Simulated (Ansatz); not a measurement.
TiO2: Electric field gradients

The cell is an entry of the Crystallography Open Database (COD).

```
CELL_PARAMETERS angstrom
5.14500 0.00000 0.00000
0.00000 9.18500 0.00000
0.00000 0.00000 5.44700
ATOMIC_POSITIONS crystal
Ti 0.12700 0.12700 0.88700
Ti 0.62700 0.37300 0.11300
Ti 0.87300 0.62700 0.61300
Ti 0.37300 0.87300 0.38700
Ti 0.87300 0.87300 0.11300
Ti 0.37300 0.62700 0.88700
Ti 0.12700 0.37300 0.38700
Ti 0.62700 0.12700 0.61300
O 0.46500 0.23000 0.89500
O 0.96500 0.27000 0.10500
O 0.53500 0.73000 0.60500
O 0.03500 0.77000 0.39500
O 0.53500 0.77000 0.10500
O 0.03500 0.73000 0.89500
O 0.46500 0.27000 0.39500
O 0.96500 0.23000 0.60500
O 0.82000 0.01000 0.84500
O 0.32000 0.49000 0.15500
O 0.18000 0.51000 0.65500
O 0.68000 0.99000 0.34500
O 0.18000 0.99000 0.15500
O 0.68000 0.51000 0.84500
O 0.82000 0.49000 0.34500
O 0.32000 0.01000 0.65500
```

Atom numbers follow the list; atoms alike are taken as one site, whose name carries the number of the first.

Method: Kohn–Sham DFT in Ansatz, PBE, plane waves and PAW, scalar-relativistic, 420 eV cutoff, Γ-centred 5×3×4 k-points, Fermi–Dirac smearing 0.02 eV.

C_Q = eQV_zz/h, which is 24.18 MHz for Q = 1 b and V_zz = 10²¹ V/m²; η = (V_xx − V_yy)/V_zz. Directions are in the Cartesian axes of the cell vectors above, for the atom listed; none is given where the gradient is under 0.02 or η is above 0.95.

```csv
site,first atom,first shell,V_zz (10²¹ V/m²),η,"direction of V_zz (x, y, z)"
Ti,1,6 O at 1.92–1.99 Å,1.38,0.19,0.38 -0.52 0.77
O9,9,3 Ti at 1.96–1.99 Å,2.40,0.73,0.39 0.61 0.69
O17,17,3 Ti at 1.92–1.95 Å,2.11,0.47,0.45 -0.58 0.68
```

At this cell the PBE pressure is 5 GPa, so with PBE the cell would grow if it were relaxed. The largest force is 0.8 eV/Å, so the atoms aren't at the calculated equilibrium and relaxing them would move these values.

The run took 22 s of wall time (22 s of CPU time) and 0.84 GiB at its peak, on 1 thread of AMD EPYC 9R45 96-Core Processor (Zen 5) (x86_64; 48 cores open to the job, memory cap 3.0 GiB, no GPU), a shared host with a load of 0.7 a core.
